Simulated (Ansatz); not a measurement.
Ag (fcc, Cu type) is sheared across one {111} plane: the third cell vector gains the shift, so faults repeat every 14.4 Å. The cut lies between planes 2.40 Å apart; the cell height is held.

```
Ag
1.0
    2.93392     0.00000     0.00000
    1.46696     2.54085     0.00000
    0.00000     0.00000    14.37319
Ag
6
Direct
  0.00000   0.00000   0.91667
  0.66667   0.66667   0.08333
  0.33333   0.33333   0.25000
  0.00000   0.00000   0.41667
  0.66667   0.66667   0.58333
  0.33333   0.33333   0.75000
```

In-plane vectors a = (2.934, 0.000) Å, b = (1.467, 2.541) Å, area 7.45 Å². The shift is s times the vector a + b (length 5.082 Å), so s = 1 restores the start. Atoms relax along the normal only. γ = [E(shift) − E(0)] / area.

Level of theory: PBE (plane waves to 420 eV, PAW, scalar-relativistic; Ansatz, a first-principles code). k mesh 15×15×3 (Γ-centred), Fermi-Dirac smearing 0.05 eV. E is the zero-smearing estimate. Stress and pressure are positive under compression. With partly filled bands, the k mesh leaves noise in γ, roughly 0.02 J/m² as judged from a few cases. Faults lie only 14.4 Å apart, and holding the cell height raises γ above its relaxed value. On this mesh the relaxed cell isn't quite at rest: it carries a pressure of -0.1 GPa (compression positive) at the zero of the scan. Ag was relaxed with its symmetry unable to fall. The PAW data are Ansatz's earlier set. The zero of γ is zero shift.

```csv
shift (Å),γ (meV/Å²),σ normal to the fault (GPa)
0.000,0,0.4
0.423,6,…
0.847,20,3.0
1.270,30,…
1.694,34,4.6
2.117,30,…
2.541,19,3.0
2.964,6,…
3.388,0,0.7
3.811,4,1.1
4.235,6,…
4.658,3,1.0
```

Complete the blanks.


- 0.423, σ normal to the fault (GPa): 1.3
- 1.270, σ normal to the fault (GPa): 4.2
- 2.117, σ normal to the fault (GPa): 4.3
- 2.964, σ normal to the fault (GPa): 1.4
- 4.235, σ normal to the fault (GPa): 1.3

(The slope of γ gives the shear force per area between the displaced halves; near zero shift its curvature is an elastic stiffness.)
